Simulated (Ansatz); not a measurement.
Values for one crystal, relaxed and computed with r²SCAN (plane waves, PAW; program Ansatz); other levels are named.

| Quantity | Result |
|---|---|
| Volume per atom | 17.86 Å³ |
| Electronic character | metallic (no gap) |
| Density of states at the Fermi level | 0.26 states/eV per atom (mean over ±0.08 eV) |
| Formation energy from the elements (no fitted shifts) | -0.62 eV/atom |

Problem. Which of these materials gives this?
(A) YPd2O4, I4_1/a (Y on 4a, Pd on 8d, O on 16f)
(B) YNiGe3, Cmmm (Pearson symbol oS20)
(C) NiGe, Pnma (Ni on 4c, Ge on 4c)
(D) GePd2, P-62m (Ge on 2c, Ge on 1b, Pd on 3g, Pd on 3f)

Solution. B, YNiGe3, Cmmm (Pearson symbol oS20)

The first step of the workflow began from a Materials Project structure, measured or hypothetical; the Crystallography Open Database copy checked does not list it. Whether it is the stable phase at ambient conditions was not checked. Symmetry was held in the r²SCAN relaxation; its stability against distortions is not shown here. The run is not spin-polarised. The references are the lowest solids computed at this level, not always the standard phases. Spin–orbit coupling is left out wherever it is not named.

Potentials: the later of the program's two PAW sets.
